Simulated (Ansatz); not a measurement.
Level of theory: DFT PBE, scalar-relativistic, plane waves, PAW, and for the lanthanide a 4f-in-core norm-conserving potential, in Ansatz 0.2.0. All cells share a 690 eV cutoff and Γ-centred k meshes spaced at most about 0.3 Å⁻¹ (about 0.25 or finer for metals, 2π included). No spin polarisation in the final relaxations.

Temperature and zero-point effects are left out.

Compare these two cells of SmSi4, each relaxed at this level.

A.

Space group P-6m2 (No. 187). a = 3.988 Å, b = 3.988 Å, c = 8.589 Å, α = 90.00°, β = 90.00°, γ = 120.00°
| atom | site | symmetry | x | y | z |
| --- | --- | --- | --- | --- | --- |
| Sm | 1b | -6m2 | 0.0000 | 0.0000 | 0.5000 |
| Si | 2i | 3m. | 0.6667 | 0.3333 | 0.2769 |
| Si | 1a | -6m2 | 0.0000 | 0.0000 | 0.0000 |
| Si | 1e | -6m2 | 0.6667 | 0.3333 | 0.0000 |

B.

Space group P-6m2 (No. 187). a = 3.880 Å, b = 3.880 Å, c = 15.041 Å, α = 90.00°, β = 90.00°, γ = 120.00°
```tsv
atom	site	symmetry	x	y	z
Sm	1e	-6m2	0.6667	0.3333	0.0000
Sm	1d	-6m2	0.3333	0.6667	0.5000
Si	2h	3m.	0.3333	0.6667	0.8670
Si	2g	3m.	0.0000	0.0000	0.3614
Si	2i	3m.	0.6667	0.3333	0.7993
Si	2h	3m.	0.3333	0.6667	0.2990
```

Question: Which form is favoured at zero pressure, and by what margin per atom?

Answer: B is lower, by 0.53 eV/atom. A has space group P-6m2 (No. 187), 23.7 Å³/atom and no gap on its mesh; B has space group P-6m2 (No. 187), 19.6 Å³/atom and no gap. Counting Si atoms around Sm (those within 1.25 times the shortest such distance or 1.15 times the sum of covalent radii), A has Sm 6 and B has Sm 8. A and B both hold Si–Si nets. The denser one is the lower, and pressure would at first widen the difference. Both come from invented guesses.

Cells relaxed within their symmetry can be saddle points. The P-6m2 cell of SmSi4 came from shaking the P-6m2 one.

The lanthanide is trivalent by construction, without f bands, f moments or other valences.
